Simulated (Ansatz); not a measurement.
The start is a generated trial cell of Hf3N4 in the AFLOW prototype A4B3_cI14_229_c_b (as in Pt3O4). Cell shape, volume and atoms are optimised at zero target pressure with PBE (plane waves to 420 eV, PAW, scalar-relativistic; Ansatz, an electronic-structure program). The first steps use a coarse 6×6×6 k-mesh.

Input geometry:
```yaml
crystal:
  lattice:
    - [-2.80811, 2.80811, 2.80811]
    - [2.80811, -2.80811, 2.80811]
    - [2.80811, 2.80811, -2.80811]
  atoms:
    - { symbol: N, position: [0.50000, 0.50000, 0.50000] }
    - { symbol: N, position: [0.50000, 0.00000, 0.00000] }
    - { symbol: N, position: [0.00000, 0.50000, 0.00000] }
    - { symbol: N, position: [0.00000, 0.00000, 0.50000] }
    - { symbol: Hf, position: [0.00000, 0.50000, 0.50000] }
    - { symbol: Hf, position: [0.50000, 0.50000, 0.00000] }
    - { symbol: Hf, position: [0.50000, 0.00000, 0.50000] }
```

```yaml
initial_pressure: "-14 GPa (negative: the cell is under tension)"
outcome: The space group stays Im-3m (No. 229) (the run could not lower it); the end is AFLOW prototype A4B3_cI14_229_c_b (as in Pt3O4), with 7 atoms in the primitive cell
energy_released: 0.04 eV/atom
volume_change: -7.3 %, from 12.65 to 11.73 Å³/atom
Shortest distances (start → end): "The closest pairs of elements (up to four, under 3.6 Å), start → end: Hf–N 2.43 → 2.37 Å; N–N 2.81 → 2.74 Å; Hf–Hf 2.81 → 2.74 Å"
band_gap_at_the_end: no gap (metallic)
optimiser_moves: 7
```

It ends as:

Space group Im-3m (No. 229); a = b = c = 5.4763 Å, α = β = γ = 90.00°

| atom | site | symmetry | x | y | z |
|---|---|---|---|---|---|
| N | 8c | .-3m | 0.2500 | 0.2500 | 0.2500 |
| Hf | 6b | 4/mm.m | 0.0000 | 0.0000 | 0.5000 |
(The calculation used a cell of 7 atoms; values per cell refer to that cell.)

Final values are on a 12×12×12 k-mesh of the relaxed cell. No spin polarisation in the result.

The run could not lose the symmetry of its start, so the end can be a saddle point.

All atoms sit on sites fixed by symmetry, so only the cell could relax.

The relaxed structure here is a generated cell of Hf3N4: the first start was made by placing the elements on the sites of a structure type, and the end was not matched to a known phase here, so it may be hypothetical.
